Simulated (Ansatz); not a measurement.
Input file for Ansatz (a first-principles code):

Ansatz 0.2 input:
```yaml
crystal:
  lattice:
    - [3.5943573566, 0.0, 0.0]
    - [-1.7971786783, 3.1128047811, 0.0]
    - [0.0, 0.0, 5.9657253715]
  atoms:
    - { symbol: Na, position: [0.3333333333, 0.6666666667, 0.25] }
    - { symbol: Na, position: [0.6666666667, 0.3333333333, 0.75] }
kpoints:
  mp_grid: { grid: [13, 13, 7] }
hamiltonian:
  xc: lda
  pseudopotentials: { azcp: { folder: ./paw }, kind: paw }
scf:
  occupations: { method: fermi_dirac, width: 0.1 }
phonons:
  method: dfpt
  response_accuracy: low
  eigenvectors: true
  rigid_motions: translations
```

Output (shortened):

```
Pseudopotential: Na, paw, valence charge 9
Functional definition: SPW92
Crystal: 2 atoms, lattice volume = 66.748 Å³
Basis set: ecut = 420 eV, 1291 PW (Γ), exchange–correlation on 50×50×80 points (8 copies of the dense FFT grid, shifted against one another)
Bands: 13, of which v1, the nominal top of the filled ones, is band 9 counted from 1 (8 counted from 0)
Symmetry: 24 space group operations
k-points: 196 of 1183 (irreducible under 4 space group operations, time reversal used)
SCF iter   1: F=—  HF=-2933.258278 eV  |F-HF|=—  |Δ(HF+E_count)|=         —  Δρ=9.52e-3  dr2=4.85e-2  ethr=3.10e-3  ⟨swp⟩=5.8  Hψ=12389  notcnv=0
preconditioner: auto → Kerker (q_TF=auto, 2.193 Å⁻¹)
SCF iter   2: F=—  HF=-2933.235965 eV  |F-HF|=—  |Δ(HF+E_count)|=   2.23e-2  Δρ=3.58e-3  dr2=1.37e-2  ethr=2.69e-4  ⟨swp⟩=2.6  Hψ=5942  notcnv=0
SCF iter   3: F=—  HF=-2933.231474 eV  |F-HF|=—  |Δ(HF+E_count)|=   4.49e-3  Δρ=1.59e-3  dr2=2.94e-3  ethr=7.62e-5  ⟨swp⟩=2.0  Hψ=3724  notcnv=0
SCF iter   4: F=—  HF=-2933.230720 eV  |F-HF|=—  |Δ(HF+E_count)|=   7.54e-4  Δρ=1.80e-4  dr2=2.36e-5  ethr=1.63e-5  ⟨swp⟩=1.3  Hψ=2935  notcnv=0
SCF iter   5: F=—  HF=-2933.230738 eV  |F-HF|=—  |Δ(HF+E_count)|=   1.85e-5  Δρ=5.13e-5  dr2=2.05e-6  ethr=1.31e-7  ⟨swp⟩=2.8  Hψ=4348  notcnv=0
SCF iter   6: F=—  HF=-2933.230738 eV  |F-HF|=—  |Δ(HF+E_count)|=   2.17e-7  Δρ=1.66e-5  dr2=2.59e-7  ethr=1.14e-8  ⟨swp⟩=2.6  Hψ=4169  notcnv=0
SCF iter   7: F=—  HF=-2933.230738 eV  |F-HF|=—  |Δ(HF+E_count)|=   8.63e-8  Δρ=3.55e-6  dr2=8.81e-9  ethr=1.44e-9  ⟨swp⟩=1.8  Hψ=2744  notcnv=0
SCF iter   8: F=—  HF=-2933.230738 eV  |F-HF|=—  |Δ(HF+E_count)|=   5.79e-9  Δρ=5.94e-7  dr2=2.43e-10  ethr=4.89e-11  ⟨swp⟩=1.8  Hψ=2757  notcnv=0
SCF iter   9: F=-2933.230738 eV  HF=-2933.230738 eV  |F-HF|=6.37e-12  |Δ(HF+E_count)|=  2.61e-10  Δρ=1.09e-7  dr2=8.15e-12  ethr=1.00e-12  ⟨swp⟩=4.0  Hψ=11548  notcnv=0
the search or the solves at the SCF's close seem to have found levels that the self-consistency loop had missed (the run counts 2) …
SCF 1 converged in 9 iterations: F = -2933.230738 eV  dr2 = 8.15e-12
DFPT response loops at Γ: preconditioner auto → Kerker (q_TF=auto, 2.193 Å⁻¹) (partly filled bands, converged f_vac=0.000) …
SCF converged after 9 iterations
Free energy (F): -2933.230738 eV
Harris-Foulkes:  -2933.230738 eV  (|F-HF|=6.37e-12)
Internal energy: -2933.200736 eV  (E = F + TS)
E sigma→0 (E₀):  -2933.215737 eV
Entropy (-TS):   -0.030003 eV (-15.001 meV/atom)
Fermi energy:    1.959055 eV
--- Per-component energies (eV) ---
  E_band       = -475.930143
  E_kinetic    = 226.185722
  E_local      = -3132.313365  (includes V_loc(G=0)·N_el)
  E_nonlocal   = 557.859952
  E_hartree    = 1081.719281
  E_xc         = -70.997569
  E_vxc        = -92.391813  (∫ρ·V_xc dr)
  E_paw        = -549.666282  (= ΣΔE_a)
  E_vpaw       = -198.709230  (= ΣTr[D̂ρ^β])
  E_aug_tail   = 0.000060  (compensation charges beyond the density's cutoff)
  E_ewald      = -1046.270314
  E_core_change = 0.281780  (= ΣΔE_core)
  E_smearing   = -0.030003  (= −TS)
  E_closure    = 0.000000  (closes the sum)
  Σ components = -2933.230738   (vs F -2933.230738, Δ=0.00e0)
  [band-id]    e_kinetic+e_local+e_nonlocal+2·e_hartree+e_vxc+e_vpaw+e_augmentation_tail = -475.930112   (vs E_band -475.930143, Δ=3.05e-5)
--- Band table (eV; the first three rows and the last of 196) ---
  k-point 0: bands = ["-50.4401", "-50.4371", "-22.9747", "-22.9319", "-22.9319", "-22.9255", "-22.9255", "-22.9250", "-1.5485", "2.4731", "2.8793", "12.6424", "12.6424"]
  k-point 1: bands = ["-50.4400", "-50.4372", "-22.9723", "-22.9316", "-22.9316", "-22.9275", "-22.9258", "-22.9258", "-1.4591", "1.5669", "3.9338", "12.0117", "12.7050"]
  k-point 2: bands = ["-50.4395", "-50.4377", "-22.9654", "-22.9345", "-22.9307", "-22.9307", "-22.9267", "-22.9267", "-1.1920", "0.6375", "5.3085", "10.2400", "12.8817"]
  k-point 195: bands = ["-50.4366", "-50.4363", "-22.9676", "-22.9667", "-22.9474", "-22.9461", "-22.9373", "-22.9344", "1.7153", "2.2952", "6.0194", "6.1879", "6.9644"]
--- Phonons (Γ-DFPT): 2 representative perturbations + reference, on 196 of 1183 k-points (Σ response iterations 6) ---
  ASR residual: 5.540e-5 → 0.000e0 eV/Å²; symmetrization residual: 1.648e-13 eV/Å²
  ASR residual per site (eV/Å²): 5.54e-5 5.54e-5
  Γ frequencies (cm⁻¹): 0.00 0.00 0.00 55.65 55.65 135.03
  non-analytic LO–TO correction: not included (Born effective charges unavailable; polar crystals: no LO–TO splitting at Γ)
```

Cost: about 60 core-seconds (a rough figure) on shared cores.

Space group P6_3/mmc (hcp (Mg type)). The first step of the workflow began from a Materials Project structure, measured or hypothetical; the Crystallography Open Database files this formula in space group No. 194, but the cells were not matched. It is not the phase usual at ambient conditions (space group No. 229). The cell was relaxed with LDA under the symmetry of its start; whether a distortion lowers the energy is not shown. As this level gives no gap, phonon frequencies hold no LO–TO term and depend on the k-mesh and smearing (Fermi–Dirac, 0.1 eV here).

Potentials: the earlier of the program's two PAW sets. The files were generated under PBE; for other functionals the program regenerates the frozen cores, and for LDA and PBEsol the local potential too.

Ansatz is a plane-wave DFT program.
